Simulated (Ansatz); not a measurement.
These are results of DFT PBE, scalar-relativistic, plane waves, PAW, and for the lanthanide a 4f-in-core norm-conserving potential (Ansatz 0.2.0), not measurements. All cells share a 690 eV cutoff and Γ-centred k meshes spaced at most about 0.3 Å⁻¹ (about 0.25 or finer for metals, 2π included). No spin polarisation in the final relaxations.

These are static total energies at zero pressure.

Two forms of Sm2Si were relaxed alike.

A.

Space group Pmma (No. 51). a = 9.592 Å, b = 4.898 Å, c = 3.724 Å, α = 90.00°, β = 90.00°, γ = 90.00°
| atom | site | symmetry | x | y | z |
| --- | --- | --- | --- | --- | --- |
| Sm | 2b | .2/m. | 0.5000 | 0.5000 | 0.0000 |
| Sm | 2e | mm2 | 0.7500 | 0.0000 | 0.8648 |
| Si | 2f | mm2 | 0.7500 | 0.5000 | 0.4437 |

B.

Space group Fm-3m (No. 225). a = 7.002 Å, b = 7.002 Å, c = 7.002 Å, α = 90.00°, β = 90.00°, γ = 90.00°
```csv
atom,site,symmetry,x,y,z
Sm,8c,-43m,0.2500,0.7500,0.7500
Si,4a,m-3m,0.0000,0.0000,0.0000
```

Question: Which form is favoured at zero pressure, and by what margin per atom?

Answer: B is lower, by 159 meV/atom. A has space group Pmma (No. 51), 29.2 Å³/atom and no gap on its mesh; B has the anti-fluorite type, space group Fm-3m (No. 225), 28.6 Å³/atom and no gap. Counting Si atoms around Sm (those within 1.25 times the shortest such distance or 1.15 times the sum of covalent radii, 1.27 where that leaves under three; a plus sign parts nearer from farther groups; a slash parts the counts of unlike sites), A has Sm 2+2/4 and B has Sm 4. In A, Sm on a site of symmetry 2/m has 2 Si at 2.91 Å, 2 Si at 3.17 Å, 4 Sm at 3.46 Å and 2 Sm at 3.72 Å; Sm on a site of symmetry mm2 has 2 Si at 2.91 Å, 2 Si at 3.26 Å, 4 Sm at 3.46 Å and 2 Sm at 3.72 Å; Si has 4 Sm at 2.91 Å, 4 Sm at 3.17–3.26 Å and 2 Si at 3.72 Å. In B, Sm has 4 Si at 3.03 Å and 6 Sm at 3.50 Å; around Si lie 8 Sm at 3.03 Å. Both come from invented guesses.

Cells relaxed within their symmetry can be saddle points.

The lanthanide is trivalent by construction, without f bands, f moments or other valences.
